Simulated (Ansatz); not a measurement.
LaTiO$_{3}$ (cubic perovskite)

```yaml
crystal:
  lattice:
    - [7.74431, 0.00000, 0.00000]
    - [0.00000, 3.87216, 0.00000]
    - [0.00000, 0.00000, 3.87216]
  atoms:
    - { symbol: La, position: [0.00000, 0.00000, 0.00000] }
    - { symbol: La, position: [0.50000, 0.00000, 0.00000] }
    - { symbol: Ti, position: [0.25000, 0.50000, 0.50000] }
    - { symbol: Ti, position: [0.75000, 0.50000, 0.50000] }
    - { symbol: O, position: [0.00000, 0.50000, 0.50000] }
    - { symbol: O, position: [0.50000, 0.50000, 0.50000] }
    - { symbol: O, position: [0.25000, 0.00000, 0.50000] }
    - { symbol: O, position: [0.75000, 0.00000, 0.50000] }
    - { symbol: O, position: [0.25000, 0.50000, 0.00000] }
    - { symbol: O, position: [0.75000, 0.50000, 0.00000] }
```

The atoms are displaced by Q × the pattern below (from a DFPT mode at X = (0.5, 0.0, 0.0), largest move 1; Q in Å), at fixed cell. It is one choice among 2 degenerate patterns. (q is in reciprocal vectors of the primitive cell; the cell shown is doubled to hold the pattern.)

```csv
atom,x,y,z
Ti3,0.000,0.000,0.668
Ti4,0.000,0.000,-0.668
O7,0.000,0.000,1.000
O8,0.000,0.000,-1.000
O9,0.000,0.000,0.618
O10,0.000,0.000,-0.618
```

Atoms not listed stay in place.

All values below come from LDA (plane waves to 420 eV, PAW, scalar-relativistic; Ansatz, a program for electronic structure). k mesh 6×12×12 (Γ-centred), Fermi-Dirac smearing 0.05 eV. The energy includes the smearing's −TS. With partly filled bands, energies and forces of such displacements shift with the k mesh and the smearing. LaTiO3 is run without spin polarisation and with no Hubbard U. LaTiO3 was relaxed with its symmetry unable to fall. This is one of several known forms of LaTiO3; the measured ambient cells at hand have space group No. 62. The zero of ΔE is the undisplaced structure.

```
Q (Å)   ΔE (meV/cell)  −dE/dQ from forces (eV/Å)
------  -------------  -------------------------
-0.100           36.1                      0.727
-0.083           25.0                      0.603
-0.067           15.9                      0.480
-0.050            9.0                      0.359
-0.033            4.0                      0.239
-0.017            1.0                      0.119
0.000             0.0                      0.000
0.017             1.0                     -0.119
0.033             4.0                     -0.239
0.050             9.0                     -0.359
0.067            15.9                     -0.480
0.083            25.0                     -0.603
0.100            36.1                     -0.727
```

Derived quantities:

The energy at Q = 0.100 Å comes out as 36.1 meV/cell. Space group of the distorted cell: Pmma (No. 51), lowered from Pm-3m. Symmetry of the curve: even: the same for both signs. Shape of the curve: a single well with its minimum at or next to zero displacement. Harmonic wavenumber from the curvature (finite differences): 150 cm⁻¹. Wavenumber by perturbation theory (DFPT, on another k mesh): 150 cm⁻¹.

(For displaced atoms, the force is minus the slope of the energy, and its curvature is a force constant, which sets phonon frequencies.)
